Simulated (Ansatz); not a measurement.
ZrSi in space group P6/mmm (No. 191; Zr on 3f, Si on 1a, Si on 2d), the program Ansatz at the PBE level (PAW), all energies at zero smearing, with the estimated change up to a 700 eV cutoff added, with one set of potentials and settings (totals compare only within such a set). Cell of 6 atoms (3 Zr, 3 Si): -14459.692 eV.

| element | reference phase | E (eV/atom) |
|---|---|---|
| Zr | P6_3/mmc, 2 atoms in the cell | -4183.8362 |
| Si | Fd-3m, 2 atoms in the cell | -635.8096 |

Formation energy per atom, worked out: (-14459.692 − 3×(-4183.8362) − 3×(-635.8096))/6 = -0.126 eV/atom (-12 kJ per mol of atoms), at 0 K, without zero-point energy or fitted corrections.

A made-up cell: these elements were put on the sites of a structure type; neither database checked (COD, Materials Project) lists it. COD files the formula under space group No. 62, 63, so this cell is another polymorph or a model. Whether it is the stable phase at ambient conditions was not checked. The cell was relaxed with PBE under the symmetry of its start; whether a distortion lowers the energy is not shown. No spin polarisation was allowed. The references are the lowest solids computed at this level, not always the standard phases.

Potentials: the later of the program's two PAW sets.
